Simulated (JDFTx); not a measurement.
| Property | Result |
|---|---|
| surface | WC(0001), C outermost, slab composition W2C3 |
| bulk | WC, P-6m2, lattice of mp-1894 (not re-optimised) |
| slab | 5 atoms in 5 planes, 1x1, 5.1 Å between the outermost planes |
| in-plane cell | 2.917 × 2.917 Å, 7.37 Å² |
| cell height | 21.7 Å |
| sampling | 8×8×1 k mesh, Fermi smearing 0.01 Ha, no spin polarisation |

Whether this polymorph is the ambient one wasn't checked.

Final geometry:
```
5
Lattice="2.917 0.000 0.000 -1.458 2.526 0.000 0.000 0.000 21.700" Properties=species:S:1:pos:R:3 pbc="T T F"
C      0.000     1.684     8.318
C      0.000     1.684    10.850
C      0.000     1.684    13.382
W      2.917     0.000     9.430
W      2.917     0.000    12.270
```

Computed with a modified build of JDFTx: PBE, GBRV ultrasoft potentials, plane waves to 20/100 Ha. Liquid on both sides: CANDLE, water, 2 M NaF; nuclei fixed, outer atoms relaxed in vacuum. U vs SHE = −μ/e − 4.44 V throughout (conventional absolute potential of the hydrogen electrode). This is a symmetric, unreconstructed model surface, and the continuum liquid cannot react with it. On the negative side CANDLE's cavity feels the periodic box, so those points shift with the cell height. Convergence in thickness and k mesh wasn't tested for this slab.

```tsv
U (V vs SHE)	μ (eV)	excess electrons per cell	σ (μC/cm², per face)	run
1.00	-5.44	0.111	-12.1	fixed potential
1.20	-5.64	0.047	-5.1	fixed potential
1.52	-5.96	0.000	0.0	neutral
1.80	-6.24	?	?	fixed potential
1.95	-6.39	-0.037	4.0	fixed charge
2.20	-6.64	-0.059	6.4	fixed potential
2.40	-6.84	?	?	fixed potential
```

Task: Fill in the missing entries, row by row.

Result: 
- 1.80, excess electrons per cell: -0.024
- 1.80, σ (μC/cm², per face): 2.6
- 2.40, excess electrons per cell: -0.077
- 2.40, σ (μC/cm², per face): 8.4
